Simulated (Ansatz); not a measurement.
CdTe:
```yaml
crystal:
  lattice:
    - [0.00000, 3.30922, 3.30922]
    - [3.30922, 0.00000, 3.30922]
    - [3.30922, 3.30922, 0.00000]
  atoms:
    - { symbol: Cd, position: [0.00000, 0.00000, 0.00000] }
    - { symbol: Te, position: [0.75000, 0.75000, 0.75000] }
```

Relaxed with PBE. Special points in fractions of this cell's reciprocal vectors: Γ (0.000, 0.000, 0.000); X (0.500, 0.000, 0.500); U (0.625, 0.250, 0.625); K (0.375, 0.375, 0.750); L (0.500, 0.500, 0.500); W (0.500, 0.250, 0.750).

Question: List the band energies nearest the valence-band maximum at these points for PBE (plane waves, PAW; program Ansatz).

Answer: In eV from the valence-band maximum; about four levels below and three above (degenerate sets whole), none deeper than 8.9 eV; points with the same levels are listed once.

```
k                       below                above
-  --------------------------  -------------------
Γ  -7.87 -7.87 0.00 0.00 0.00  0.58 4.65 4.65 4.65
X     -7.44 -4.01 -1.66 -1.66       2.68 2.75 8.49
U     -7.41 -3.91 -2.28 -1.37       2.93 4.44 7.23
L     -7.56 -4.07 -0.69 -0.69       1.76 5.23 5.23
W     -7.38 -3.89 -2.08 -1.94       4.03 4.70 5.49
```

Space group F-43m (zinc blende). The PBE relaxation kept the symmetry of its start. Spin–orbit coupling is left out wherever it is not named.

Potentials: the later of the program's two PAW sets.
